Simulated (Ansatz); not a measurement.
Emptying LiMg₅ of Li

All numbers below come from DFT r2SCAN, scalar-relativistic, plane waves, PAW (Ansatz).

Cutoff 500 eV; k points 6×6×6 on the computed 6-atom cell (Γ-centred); Gaussian smearing, width 0.10 eV; no spin polarisation for the host; each changed cell takes a mesh and smearing chosen by its own gap and starts from the host's moments or customary ones, or runs without spin. Cells and atoms are relaxed to the nearest stationary point that keeps the symmetry of their start (forces under 0.02 to 0.04 eV/Å, stress under 0.1 to 0.2 GPa); energies are at zero smearing, without zero-point or thermal terms.

Relaxed LiMg₅ (gap on the mesh 0 eV):

```yaml
crystal:
  lattice:
    - [5.46935, 0.00000, 0.00000]
    - [-2.73467, 4.73659, 0.00000]
    - [0.00000, 0.00000, 5.10025]
  atoms:
    - { symbol: Li, position: [0.00000, 0.00000, 0.50000] }
    - { symbol: Mg, position: [0.00000, 0.67046, 0.00000] }
    - { symbol: Mg, position: [0.67046, 0.00000, 0.00000] }
    - { symbol: Mg, position: [0.32954, 0.32954, 0.00000] }
    - { symbol: Mg, position: [0.66667, 0.33333, 0.50000] }
    - { symbol: Mg, position: [0.33333, 0.66667, 0.50000] }
```

Cases, by atom numbers of the cell above (or of that cell doubled along its shortest vector, each atom followed by its copy): (1) atom 1 removed; (2) atom 2 removed in the doubled cell.

The table gives for each case the energy to move one Li into Li metal, the mean voltage and the change of the cell.

```csv
case,formula,energy per Li (eV),mean voltage against Li (V),ΔV (%),principal strains (%),space group,gap (eV)
1,Mg,1.08,1.08,-2.3,-0.7 -0.7 -0.9,P-62m,0
2,LiMg10,1.09,1.09,-1.2,-0.2 -0.5 -0.5,P-62m,0
```

Step by step, from the lower of at most two arrangements at each filling: 1.00 → 0.50 costs 1.09 eV per Li (1.09 V); 0.50 → 0.00 costs 1.07 eV per Li (1.07 V).

Emptied cells are the nearest stationary points that keep their symmetry and need not be the stable phases of those compositions. In an alloy the metal atoms rearrange easily as Li leaves, so real voltages are set by the stable phases and can be far lower. Voltages count 1 electron per Li.

Cost: 3 runs of about 5.4 core-minutes in all, on Arm Neoverse V1 (shared hosts).